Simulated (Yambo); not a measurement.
# LiCl at +1 % isotropic strain: lowest vertical excitons

```
CELL_PARAMETERS angstrom
      0.00000     2.55665     2.55665
      2.55665     0.00000     2.55665
      2.55665     2.55665     0.00000
ATOMIC_POSITIONS crystal
  Li 0.00000 0.00000 0.00000
  Cl 0.50000 0.50000 0.50000
```

The PBEsol cell relaxed from Materials Project entry mp-22905 was given an isotropic strain of +1 % on all lattice vectors, and the atoms were relaxed again.

BSE in Yambo on PBEsol (pw.x of Quantum ESPRESSO, ONCV potentials, scalar-relativistic) bands: 10×10×10 mesh, 3 valence and 1 conduction bands, static screening with 16 bands and a 4 Ry block, scissor 2.90 eV, Tamm-Dancoff; field along x.

| state | energy (eV) | states within 2 meV | relative strength | class | main transitions |
|---|---|---|---|---|---|
| 1 | 8.33 | 3 | 1.00 | strong | several band pairs |
| 2 | 8.75 | 3 | 0.25 | strong | several band pairs |
| 3 | 8.98 | 3 | < 0.01 | dark | several band pairs |
| 4 | 8.99 | 2 | < 0.01 | dark | several band pairs |
| 5 | 9.02 | 3 | 0.24 | strong | several band pairs |
| 6 | 9.05 | 3 | < 0.01 | dark | several band pairs |
| 7 | 9.07 | 3 | < 0.01 | dark | several band pairs |
| 8 | 9.07 | 2 | < 0.01 | dark | several band pairs |

These are vertical excitations (zero momentum). The direct quasiparticle gap on this mesh is 9.09 eV; counted from there, state 1 is bound by 0.76 eV. Convergence with the mesh was not shown.

States at or above the direct gap are the continuum as this mesh samples it, not bound excitons.

Spin singlets only. Strengths are relative to the strongest of the lowest states of this run; strong means a line over 3 % of the spectrum's maximum, dark under 0.03 %. Absolute energies carry the error of the G0W0 scissor, whose convergence isn't established.
